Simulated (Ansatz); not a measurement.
Tl$_{2}$Pd in space group I4/mcm (No. 140; Tl on 8h, Pd on 4a), PBE in the plane-wave PAW code Ansatz, all energies at zero smearing, with the estimated change up to a 700 eV cutoff added, with one set of potentials and settings (totals compare only within such a set). Cell of 6 atoms (4 Tl, 2 Pd): -59723.106 eV.

```csv
element,reference phase,E (eV/atom)
Tl,"P6_3/mmc, 2 atoms in the cell",-11444.1498
Pd,"Fm-3m, 1 atoms in the cell",-6972.8544
```

Formation energy per atom, worked out: (-59723.106 − 4×(-11444.1498) − 2×(-6972.8544))/6 = -0.133 eV/atom (-13 kJ per mol of atoms), at 0 K, without zero-point energy or fitted corrections.

The first step of the workflow began from a Materials Project structure, measured or hypothetical; the Crystallography Open Database files this formula in space group No. 140, but the cells were not matched. Whether it is the stable phase at ambient conditions was not checked. The cell was relaxed with PBE under the symmetry of its start; whether a distortion lowers the energy is not shown. The run is not spin-polarised. The references are the lowest solids computed at this level, not always the standard phases. Spin–orbit coupling is left out wherever it is not named.

Potentials: the later of the program's two PAW sets.
